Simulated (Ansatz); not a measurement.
CsPbCl$_{3}$ (cubic perovskite)

```cif
data_Cl3CsPb
_chemical_formula_sum 'Cs1 Pb1 Cl3'
_space_group_name_H-M_alt 'Pm-3m'
_space_group_IT_number 221
_space_group_name_Hall '-P 4 2 3'
_cell_length_a 5.73565
_cell_length_b 5.73565
_cell_length_c 5.73565
_cell_angle_alpha 90.000
_cell_angle_beta 90.000
_cell_angle_gamma 90.000
loop_
_atom_site_label
_atom_site_type_symbol
_atom_site_symmetry_multiplicity
_atom_site_Wyckoff_symbol
_atom_site_fract_x
_atom_site_fract_y
_atom_site_fract_z
_atom_site_occupancy
Cs1 Cs 1 a 0.00000 0.00000 0.00000 1
Pb1 Pb 1 b 0.50000 0.50000 0.50000 1
Cl1 Cl 3 c 0.00000 0.50000 0.50000 1
```

Grid over V/V₀ and (c/a)/(c/a)₀, subscript 0 meaning the relaxed cell; the conventional c axis lies along z; no internal relaxation.

All values below come from PBE (plane waves to 420 eV, PAW, scalar-relativistic; Ansatz, an electronic-structure program). k mesh 6×6×6 (Γ-centred), Fermi-Dirac smearing 0.05 eV. Stress and pressure are positive under compression. CsPbCl3 was relaxed with its symmetry unable to fall. Spin-orbit coupling is left out, though Pb is heavy. The PAW data are Ansatz's earlier set. This is a high-temperature form of CsPbCl3. 

```csv
σzz − σxx (GPa),V/V₀ = 0.920,V/V₀ = 0.960,V/V₀ = 1.000,V/V₀ = 1.040,V/V₀ = 1.080
(c/a)/(c/a)₀ = 0.920,5.66,4.77,4.02,3.38,(withheld)
(c/a)/(c/a)₀ = 0.960,2.57,2.16,1.80,1.51,1.26
(c/a)/(c/a)₀ = 1.000,0.00,0.00,0.00,0.00,0.00
(c/a)/(c/a)₀ = 1.040,-2.19,-1.82,-1.51,-1.24,-1.03
(c/a)/(c/a)₀ = 1.080,(withheld),-3.39,-2.80,-2.30,-1.88
```

**Question.** Some entries are withheld; supply them.

**Answer.** 
- (c/a)/(c/a)₀ = 0.920, V/V₀ = 1.080: 2.85
- (c/a)/(c/a)₀ = 1.080, V/V₀ = 0.920: -4.10

(A scan under strain: stresses follow from slopes of the energy per volume, elastic moduli from its curvatures.)
